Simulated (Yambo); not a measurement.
AlPO₄ (space group P6_3mc, No. 186), G0W0@LDA (Yambo, plasmon pole, terminator in G, 3×3×1 mesh): gap Γ → Γ in eV by bands and screening block.

| bands (W and G) | 2 Ry | 3 Ry | 4 Ry | 6 Ry | 7 Ry |
|---|---|---|---|---|---|
| 70 | 9.38 | 9.00 | 8.94 | (withheld) | 8.91 |
| 110 | (withheld) | 8.66 | (withheld) | 8.59 | 8.63 |
| 164 | 8.88 | 8.55 | 8.52 | 8.52 | 8.57 |
| 230 | 8.84 | 8.51 | 8.49 | 8.51 | 8.56 |
| 297 | 8.82 | 8.49 | 8.47 | 8.50 | 8.56 |

Estimate the withheld gaps from their neighbours; the computed values follow.


- 70, 6 Ry: 8.89
- 110, 2 Ry: 9.01
- 110, 4 Ry: 8.62

The largest settings aren't shown to be the converged limit.

Geometry of the Materials Project entry, not relaxed at this level; primitive cell a = 5.2860 Å, b = 5.2860 Å, c = 8.6294 Å, α = 90.00°, β = 90.00°, γ = 120.00°.
